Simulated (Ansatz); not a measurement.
## WC: a sublattice moved along a line

Method: Ansatz 0.2.0, DFT r2SCAN, scalar-relativistic, plane waves, PAW. Cutoff 500 eV, Γ-centred 18×18×16 k-points, Gaussian smearing of 0.15 eV. Spin–orbit coupling is left out, which can shift energies with elements as heavy as these. No spin polarisation. Energies are free energies at this smearing, counted from the undisturbed cell; pressure is positive in compression.

The starting cell (as given, not relaxed at this level; it stands at 4.3 GPa):

```
W C
1.0
     2.90050    0.00000    0.00000
    -1.45025    2.51191    0.00000
     0.00000    0.00000    2.82900
W C
1 1
Cartesian
  2.9005 0.0000 0.0000
  1.4503 0.8373 1.4145
```

Every W atom is moved by x along the Cartesian unit vector (0.707, 0.707, 0.000); the cell and all other atoms stay fixed. The cell is metallic on the mesh throughout.

```tsv
x (Å)	ΔE (meV/cell)
-0.1000	79.0
-0.0750	44.7
-0.0500	20.0
0.0000	0.0
0.0250	5.1
0.0750	46.9
0.1000	84.0
```

Task: Predict the pressure (GPa) at each point.

Result:
```
  x (Å) pressure (GPa)
-0.1000             5.8
-0.0750             5.2
-0.0500             4.7
 0.0000             4.3
 0.0250             4.4
 0.0750             5.2
 0.1000             5.9
```